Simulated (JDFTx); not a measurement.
An input for JDFTx (a modified build) (ScAl3(110), linear PCM (GLSSA13), water, 1 M NaF; bohr, hartree) and the course of its log:

```
lattice \
  7.7248413495 0.0000000000 0.0000000000 \
  0.0000000000 10.9245753991 0.0000000000 \
  0.0000000000 0.0000000000 46.6762352783
coords-type Lattice
ion Al 0.0000000000 0.0000000000 -0.1766379688 0
ion Al 0.5000000000 0.7500000000 -0.1170250270 0
ion Al 0.5000000000 0.2500000000 -0.1170250270 0
ion Al 0.0000000000 0.5000000000 -0.0585125140 0
ion Al 0.5000000000 0.2500000000 0.0000000000 0
ion Al 0.5000000000 0.7500000000 0.0000000000 0
ion Al 0.0000000000 0.0000000000 0.0585125140 0
ion Al 0.5000000000 0.7500000000 0.1170250270 0
ion Al 0.5000000000 0.2500000000 0.1170250270 0
ion Al 0.0000000000 0.5000000000 0.1766379688 0
ion Sc 0.0000000000 0.5000000000 -0.1748504367 0
ion Sc 0.0000000000 0.0000000000 -0.0585125140 0
ion Sc 0.0000000000 0.5000000000 0.0585125140 0
ion Sc 0.0000000000 0.0000000000 0.1748504367 0
ion-species pseudo/al_pbe_v1.upf
ion-species pseudo/sc_pbe_v1.upf
elec-cutoff 20 100
elec-ex-corr gga-PBE
coulomb-interaction Slab 001
coulomb-truncation-embed 0 0 0
kpoint-folding 6 4 1
elec-smearing Fermi 0.01
elec-n-bands 55
target-mu -0.036382
electronic-scf nIterations 100 energyDiffThreshold 1e-07
fluid LinearPCM
pcm-variant GLSSA13
fluid-solvent H2O
fluid-cation Na+ 1
fluid-anion F- 1
fluid-minimize nIterations 400 knormThreshold 1e-12
wavefunction read f0.wfns
elec-initial-eigenvals f0.eigenvals
elec-initial-fillings read f0.fillings
fluid-initial-state f0.fluidState
dump-name f0_u0.$VAR
dump End State Ecomponents EigStats BandEigs Forces ElecDensity IonicPositions Fillings Kpoints Dtot FluidDebug BoundCharge FluidDensity
```

```
[one cycle in 5 is shown, and the last three; fluid-solver lines are left out]
	FillingsUpdate:  mu: -0.036382000  nElectrons: 78.922553
SCF: Cycle:  0   G: -202.914317336771859   dG: +2.954e+00   |Residual|: 1.437e-01   |deigs|: 6.441e-06
	FillingsUpdate:  mu: -0.036382000  nElectrons: 75.682186
SCF: Cycle:  5   G: -205.792019112668271   dG: -5.383e-02   |Residual|: 3.548e-02   |deigs|: 2.516e-03
	FillingsUpdate:  mu: -0.036382000  nElectrons: 74.406512
SCF: Cycle: 10   G: -205.859710535157603   dG: -2.306e-03   |Residual|: 1.519e-02   |deigs|: 1.333e-03
	FillingsUpdate:  mu: -0.036382000  nElectrons: 74.448959
SCF: Cycle: 15   G: -205.874630291973261   dG: -1.436e-01   |Residual|: 1.372e-02   |deigs|: 6.239e-03
	FillingsUpdate:  mu: -0.036382000  nElectrons: 75.228491
SCF: Cycle: 20   G: -205.896244173834901   dG: +7.048e-04   |Residual|: 1.796e-02   |deigs|: 9.906e-04
	FillingsUpdate:  mu: -0.036382000  nElectrons: 74.448956
SCF: Cycle: 25   G: -205.867562059956356   dG: +9.013e-05   |Residual|: 7.493e-03   |deigs|: 7.454e-04
	FillingsUpdate:  mu: -0.036382000  nElectrons: 74.555389
SCF: Cycle: 30   G: -205.875316990619666   dG: -1.615e-03   |Residual|: 4.814e-03   |deigs|: 6.917e-04
	FillingsUpdate:  mu: -0.036382000  nElectrons: 74.532606
SCF: Cycle: 35   G: -205.875633705056885   dG: +3.888e-04   |Residual|: 4.638e-03   |deigs|: 1.931e-04
	FillingsUpdate:  mu: -0.036382000  nElectrons: 74.295552
SCF: Cycle: 40   G: -205.872309506336165   dG: +6.042e-03   |Residual|: 3.783e-03   |deigs|: 3.296e-03
	FillingsUpdate:  mu: -0.036382000  nElectrons: 74.409700
SCF: Cycle: 45   G: -205.873440813377073   dG: -1.307e-03   |Residual|: 6.738e-03   |deigs|: 3.256e-04
	FillingsUpdate:  mu: -0.036382000  nElectrons: 74.383651
SCF: Cycle: 50   G: -205.873808515534563   dG: -3.780e-04   |Residual|: 4.389e-03   |deigs|: 1.846e-03
	FillingsUpdate:  mu: -0.036382000  nElectrons: 74.362743
SCF: Cycle: 55   G: -205.872655060720945   dG: -6.911e-04   |Residual|: 5.752e-03   |deigs|: 1.712e-03
	FillingsUpdate:  mu: -0.036382000  nElectrons: 74.751720
SCF: Cycle: 60   G: -205.882407098644222   dG: -4.423e-03   |Residual|: 9.369e-03   |deigs|: 1.162e-03
	FillingsUpdate:  mu: -0.036382000  nElectrons: 74.593699
SCF: Cycle: 65   G: -205.877270443053675   dG: -8.068e-04   |Residual|: 5.796e-03   |deigs|: 4.013e-04
	FillingsUpdate:  mu: -0.036382000  nElectrons: 74.512669
SCF: Cycle: 70   G: -205.873623616309516   dG: +9.810e-04   |Residual|: 4.675e-03   |deigs|: 6.825e-04
	FillingsUpdate:  mu: -0.036382000  nElectrons: 74.324968
SCF: Cycle: 75   G: -205.871307495428454   dG: +3.375e-04   |Residual|: 5.656e-03   |deigs|: 6.814e-04
	FillingsUpdate:  mu: -0.036382000  nElectrons: 74.410351
SCF: Cycle: 80   G: -205.873107595789975   dG: +2.133e-03   |Residual|: 2.745e-03   |deigs|: 1.487e-03
	FillingsUpdate:  mu: -0.036382000  nElectrons: 74.825608
SCF: Cycle: 85   G: -205.885173059103636   dG: +1.030e-03   |Residual|: 1.064e-02   |deigs|: 3.746e-04
	FillingsUpdate:  mu: -0.036382000  nElectrons: 75.118288
SCF: Cycle: 90   G: -205.893076380468557   dG: -2.066e-02   |Residual|: 1.518e-02   |deigs|: 4.690e-03
	FillingsUpdate:  mu: -0.036382000  nElectrons: 74.897715
SCF: Cycle: 95   G: -205.885651989618509   dG: -2.431e-03   |Residual|: 1.435e-02   |deigs|: 6.107e-04
	FillingsUpdate:  mu: -0.036382000  nElectrons: 74.910537
SCF: Cycle: 97   G: -205.886729860409048   dG: +2.373e-04   |Residual|: 1.442e-02   |deigs|: 1.503e-04
	FillingsUpdate:  mu: -0.036382000  nElectrons: 74.886171
SCF: Cycle: 98   G: -205.886517515557500   dG: +2.123e-04   |Residual|: 1.194e-02   |deigs|: 7.077e-04
	FillingsUpdate:  mu: -0.036382000  nElectrons: 74.749103
SCF: Cycle: 99   G: -205.881626334359936   dG: +4.891e-03   |Residual|: 7.857e-03   |deigs|: 9.863e-04
SCF: None of the convergence criteria satisfied after 100 iterations.
IonicMinimize: Iter:   0  G: -205.881626334359936  |grad|_K:  0.000e+00
IonicMinimize: Converged (|grad|_K<1.000000e-04).
```

This run gave no converged result. The electronic loop ended without meeting its threshold, so the last energy, electron count and forces aren't results.
